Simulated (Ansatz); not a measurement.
WC in space group P-6m2 (No. 187; W on 1a, C on 1f) at seven volumes, DFT-r²SCAN in the program Ansatz with PAW potentials, shape and atoms relaxed at each. One row is withheld.

| V (Å³/atom) | P (GPa) |
|---|---|
| 9.481 | ? |
| 9.794 | 28.20 |
| 10.107 | 13.00 |
| 10.419 | 0.00 |
| 10.732 | -11.13 |
| 11.044 | -20.65 |
| 11.357 | -28.79 |

Q: Fit the shown pressures and predict the withheld one.

A: Third-order Birch–Murnaghan: P = (3/2)B₀(x^(7/2) − x^(5/2))[1 + (3/4)(B′ − 4)(x − 1)] with x = (V₀/V)^(2/3). Least squares on the six rows gives V₀ = 10.419 Å³/atom, B₀ = 400.3 GPa, B′ = 4.20. At V = 9.481, x = 1.0649 and P = 46.06 GPa. The run itself gave 46.04 GPa.

The cell was relaxed with r²SCAN under the symmetry of its start. No spin polarisation was allowed. Scalar-relativistic: spin–orbit coupling is off unless named, which matters more the heavier the elements.

Potentials: the earlier of the program's two PAW sets. The files were generated under PBE; for other functionals the program regenerates the frozen cores, and for LDA and PBEsol the local potential too.
